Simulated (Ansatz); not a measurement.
LiCl (rock salt, Fm-3m), LDA (plane waves, PAW; program Ansatz). The conduction-band minimum lies at L, with 4 equivalent valleys. Second derivatives d²E/dk² of the lowest band at one valley (eV·Å²), along Cartesian directions:

```json
[
 {"direction": "[100]", "d²E/dk²": "18.27"},
 {"direction": "[010]", "d²E/dk²": "18.27"},
 {"direction": "[001]", "d²E/dk²": "18.27"},
 {"direction": "[110]", "d²E/dk²": "12.49"},
 {"direction": "[101]", "d²E/dk²": "24.04"},
 {"direction": "[011]", "d²E/dk²": "24.04"}
]
```

Problem. Find the principal effective masses, the density-of-states mass and the conductivity mass.

Solution. Off-diagonal terms follow from H_xy = H[110] − (H_xx + H_yy)/2, and m*/mₑ = 7.620 eV·Å² over each eigenvalue: 0.32, 0.32, 1.1. One valley's DOS mass (m₁m₂m₃)^(1/3) = 0.48, conductivity mass 3/(Σ 1/mᵢ) = 0.42 mₑ.

Problem. What effective density of states Nc follows at 300 K for parabolic valleys?

Solution. Nc = 2.509e19 × 4 × (0.48)^(3/2) ≈ 3.3e19 cm⁻³.

Problem. With the computed static dielectric constant 10.4 (mean of the diagonal), estimate a hydrogenic donor's binding energy and radius.

Solution. E = 13.606 eV × 0.42/10.4² ≈ 53 meV; a = 0.529 Å × ε/m* ≈ 13 Å. Semilocal masses tend to be too small where the gap is.

Problem. With ε∞ = 3.18 and ω_LO = 412 cm⁻¹, what Fröhlich coupling constant follows?

Solution. α = (1/ε∞ − 1/ε0) √(m* × 13.606 eV/ħω_LO) = 2.3.

The cell was relaxed with LDA under the symmetry of its start; phonons on a q-mesh show no instability.

Potentials: the later of the program's two PAW sets.
